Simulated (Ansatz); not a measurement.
Relaxed candidate structures of AlAs:

A. F-43m (No. 216), cF8, zinc blende type; a = 5.674 Å, b = 5.674 Å, c = 5.674 Å, α = 90.00°, β = 90.00°, γ = 90.00°; Al 4d (0.750, 0.750, 0.750); As 4a (0.000, 0.000, 0.000)

B. P4₁32 (No. 213), cP8; a = 6.6774 Å, b = 6.6774 Å, c = 6.6774 Å, α = 90.00°, β = 90.00°, γ = 90.00°; Al 4b (0.875, 0.875, 0.875); As 4a (0.375, 0.375, 0.375)

C. P6₃mc (No. 186), hP4, wurtzite type; a = 4.0030 Å, b = 4.0030 Å, c = 6.5814 Å, α = 90.00°, β = 90.00°, γ = 120.00°; Al 2b (0.333, 0.667, 0.500); As 2b (0.333, 0.667, 0.125)

Rank these by energy per atom (lowest first), as PBEsol (plane waves to 420 eV, PAW, scalar-relativistic; Ansatz, a first-principles code) gives it.

A (reference), C (+5 meV/atom), B (+0.84 eV/atom)

Give each candidate's band gap.

No gap: B. A: 1.34 eV (no spin-orbit coupling); C: 1.64 eV (no spin-orbit coupling).

Probably no minimum, since a slightly shaken restart fell lower: P4₁32, cP8 (by 0.84 eV/atom, to F-43m). Each run could gain symmetry but not lose that of its start, so entries can be saddle points. From databases, or of a type measured for this composition: F-43m, cF8, zinc blende type; the others are generated cells (placed on structure types, drawn at random, substituted or restacked) that were not matched to a known phase here. Static energies at zero pressure. The runs use different k-meshes, so differences are rounded accordingly. No spin polarisation in the result.
